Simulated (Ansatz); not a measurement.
An elastic tensor (GPa, Voigt order, standard axes) from PBEsol (plane waves, PAW; program Ansatz):

```
      1     2     3    4    5    6
-  ----  ----  ----  ---  ---  ---
1   398  76.9  76.9  0.0  0.0  0.0
2  76.9   398  76.9  0.0  0.0  0.0
3  76.9  76.9   398  0.0  0.0  0.0
4   0.0   0.0   0.0  148  0.0  0.0
5   0.0   0.0   0.0  0.0  148  0.0
6   0.0   0.0   0.0  0.0  0.0  148
```

Question: Pick the material that matches.
A) KF, rock salt
B) LuN, rock salt
C) Ge3N4, Fd-3m (Ge on 16c, Ge on 8b, N on 32e)
D) CuCl, zinc blende

Answer: B, LuN, rock salt

Space group Fm-3m (rock salt). The workflow started from an entry of the Crystallography Open Database (COD). Whether it is the stable phase at ambient conditions was not checked. The cell was relaxed with PBEsol under the symmetry of its start; whether a distortion lowers the energy is not shown. As this level gives no gap, shear constants depend on the k-mesh and smearing (Fermi–Dirac, 0.1 eV here). Spin–orbit coupling is left out wherever it is not named.

Potentials: the later of the program's two PAW sets.
